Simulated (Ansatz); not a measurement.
## Structures of K$_{3}$Cl$_{2}$: which is lowest?

Plane-wave DFT in Ansatz with scalar-relativistic PAW potentials, cutoff 420 eV, Γ-centred meshes chosen by cell and gap, Gaussian smearing with energies taken to zero width. Every cell was relaxed (cell and atoms) in a run of its own, within the symmetry of its start. Functional: PBE.

Relaxed structures (starts from databases or built by putting these elements on another compound's sites):
A. R-3c, 10 atoms in the computed cell, a = 7.863 Å, c = 23.134 Å; sites (symmetry × multiplicity) K .2 × 18, Cl 3. × 12; start: built
B. R-3m, 5 atoms in the computed cell, a = 4.517 Å, c = 34.557 Å; sites (symmetry × multiplicity) K -3m × 3 + 3m × 6, Cl 3m × 6; start: built

Task: Rank them by energy. Could pressure change the order?

Result:
```csv
structure,group,E − E(lowest) (meV/atom),V (Å³/atom),gap on mesh (eV)
B,R-3m,0.0,40.71,0.00
A,R-3c,79,41.29,0.00
```

B is lowest, 79 meV/atom under A. The lowest is also the densest of these, so pressure wouldn't bring one of the others in at first order. Other structures may lie lower than all of these, and vibrations aren't counted.

Spin polarisation was left out, and a magnetic state may lie lower.